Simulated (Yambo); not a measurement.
KHgF₃ (space group Cmmm, No. 65, within 0.06 Å of Pm-3m), G0W0@LDA in Yambo; all else as in the reference (2×2×2 Γ-centred k mesh, bands 5 to 142 and a 7 Ry block in the screening, 142 bands in G with the Bruneval-Gonze terminator, plasmon pole fitted at 27.2 eV). One parameter is varied: the cutoff of the wavefunctions in Yambo, over 10, 20, 30, 50, 84 Ry.

Q: From which value on does the gap (-0.5, -0.5, -0.5) → Γ stay within 0.05 eV of the largest setting?

A: From 50 Ry on.
```tsv
cutoff of the wavefunctions in Yambo (Ry)	G0W0 gap (eV)	valence shift (eV)
10	1.64	0.02
20	2.13	-0.67
30	2.41	-0.92
50	2.49	-0.98
84	2.50	-0.99
```
The last step of the sweep still moves the gap by 4 meV; the other settings are held fixed.

Spin-orbit coupling is not included.

Geometry of the Materials Project entry, not relaxed at this level; primitive cell a = 4.533 Å, b = 4.533 Å, c = 4.524 Å, α = 90.00°, β = 90.00°, γ = 90.11°.

A shift is the quasiparticle energy of the state minus its LDA energy.
